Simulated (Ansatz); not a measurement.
TiW, first-principles data

TiW:
```
CELL_PARAMETERS angstrom
      1.56974    -2.25324     0.00000
      1.56974     2.25324     0.00000
      0.00000     0.00000     4.41886
ATOMIC_POSITIONS crystal
  Ti 0.00000 0.00000 0.00000
  W  0.50000 0.50000 0.50000
```

Space group Cmmm (No. 65); conventional cell a = 3.1395 Å, b = 4.5065 Å, c = 4.4189 Å, α = β = γ = 90.00°.

Method: PBEsol (plane waves, PAW; program Ansatz). The cell and atoms are relaxed at this level. Other levels are named where they apply.

Cell and energy:

```yaml
volume_per_atom: 15.63 Å³
density: 12.31 g/cm³
Formation energy from the elements (no fitted shifts): -1.9 kJ/mol of atoms
```

Electronic structure:

```yaml
electronic_character: metallic (no gap)
Density of states at the Fermi level: 1.5 states/eV per atom (mean over ±0.08 eV)
Gap with spin–orbit coupling: none (metallic)
```

Mechanics:

```yaml
Bulk modulus (Birch–Murnaghan fit): 208 GPa
Pressure derivative B′: 3.8
Elastic constants (relaxed ions, GPa): C11 = 304, C22 = 329, C33 = 283, C12 = 168, C13 = 157, C23 = 163, C44 = 70.8, C55 = 36.5, C66 = 80.9
mechanical_stability: stable (all eigenvalues of C positive)
hill_bulk_and_shear_moduli: 210 and 63.5 GPa
Young's modulus: 173 GPa
Poisson's ratio: 0.36
debye_temperature_from_the_elastic_constants: 305 K
```

Phonons:

```yaml
highest_zone_centre_frequency: 241 cm^-1
zone_centre_stability: no imaginary mode at Γ
```

The workflow started from a Materials Project entry (that database holds measured and hypothetical structures alike); the Crystallography Open Database copy checked does not list it. With Ti and W taken as one species the cell has the higher symmetry Im-3m, so it may be an ordered model of a mixed-site phase. Whether it is the stable phase at ambient conditions was not checked. Symmetry was held in the PBEsol relaxation. No spin polarisation was allowed. As this level gives no gap, shear constants depend on the k-mesh and smearing (Fermi–Dirac, 0.1 eV here). As this level gives no gap, phonon frequencies hold no LO–TO term and depend on the k-mesh and smearing (Fermi–Dirac, 0.1 eV here). Axis ratios of metals converge slowly with the k-mesh, so a and c are less sure than the volume. On the denser mesh and wider smearing of the elastic run this cell carries a stress of 0.5 GPa. The references are the lowest solids computed at this level, not always the standard phases. Scalar-relativistic: spin–orbit coupling is off unless named, which matters more the heavier the elements.

Potentials: the later of the program's two PAW sets.
